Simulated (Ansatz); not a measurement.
Relaxed HfO2 (tetragonal-ZrO2 type, space group P4_2/nmc):

```
CELL_PARAMETERS angstrom
      3.56707     0.00000     0.00000
      0.00000     3.56707     0.00000
      0.00000     0.00000     5.16595
ATOMIC_POSITIONS crystal
  Hf 0.00000 0.00000 0.00000
  Hf 0.50000 0.50000 0.50000
  O  0.00000 0.50000 0.20010
  O  0.00000 0.50000 0.70010
  O  0.50000 0.00000 0.29990
  O  0.50000 0.00000 0.79990
```

Method: PBEsol (plane waves to 420 eV, PAW, scalar-relativistic; Ansatz, a first-principles code). k mesh 8×8×5 (Γ-centred), Fermi-Dirac smearing 0.05 eV. HfO2 is run without spin polarisation. HfO2 was relaxed with its symmetry unable to fall. Spin-orbit coupling is left out, though Hf is heavy. This is a high-temperature form of HfO2.

One atom of the cell was then moved (with its periodic images), all else fixed, and the forces (eV/Å) came out as:

```json
[
 {"atom": "Hf1", "Fx": "0.832", "Fy": "0.097", "Fz": "0.149"},
 {"atom": "Hf2", "Fx": "0.063", "Fy": "-0.174", "Fz": "-0.068"},
 {"atom": "O3", "Fx": "0.029", "Fy": "0.028", "Fz": "0.010"},
 {"atom": "O4", "Fx": "0.629", "Fy": "0.488", "Fz": "-0.018"},
 {"atom": "O5", "Fx": "0.078", "Fy": "0.078", "Fz": "0.016"},
 {"atom": "O6", "Fx": "-1.632", "Fy": "-0.518", "Fz": "-0.089"}
]
```

Which atom was moved, and by which vector (Å)?

O6, by (0.09, 0.09, 0.00), 0.12 Å in all.

(For displaced atoms, the force is minus the slope of the energy, and its curvature is a force constant, which sets phonon frequencies.)
